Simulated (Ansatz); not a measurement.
RbBr:
```yaml
crystal:
  lattice:
    - [4.12798, 0.00000, 0.00000]
    - [0.00000, 4.12798, 0.00000]
    - [0.00000, 0.00000, 4.12798]
  atoms:
    - { symbol: Rb, position: [0.00000, 0.00000, 0.00000] }
    - { symbol: Br, position: [0.50000, 0.50000, 0.50000] }
```

Relaxed with r²SCAN. Special points in fractions of this cell's reciprocal vectors: Γ (0.000, 0.000, 0.000); X (0.000, 0.500, 0.000); M (0.500, 0.500, 0.000); R (0.500, 0.500, 0.500).

Problem. List the band energies nearest the valence-band maximum at these points for the program Ansatz at the r²SCAN with spin–orbit coupling level (PAW).

Solution. In eV from the valence-band maximum; about four levels below and three above (degenerate sets whole), none deeper than 8.9 eV; points with the same levels are listed once.

```tsv
k	below	above
Γ	-0.02 -0.02 -0.02 -0.02	4.79 4.79 6.09 6.09 6.09 6.09
X	-0.39 -0.39 -0.10 -0.10	7.42 7.42 7.78 7.78
M	-0.98 -0.98 0.00 0.00	5.89 5.89 6.88 6.88
R	-1.24 -1.24 -1.24 -1.24	8.70 8.70 8.91 8.91 8.91 8.91
```

Space group Pm-3m (CsCl type). The workflow started from a Materials Project entry (that database holds measured and hypothetical structures alike); the Crystallography Open Database copy checked does not list it. COD files the formula under space group No. 225. Whether it is the stable phase at ambient conditions was not checked. Symmetry was held in the r²SCAN relaxation; whether a distortion lowers the energy is not shown.

Potentials: the later of the program's two PAW sets.
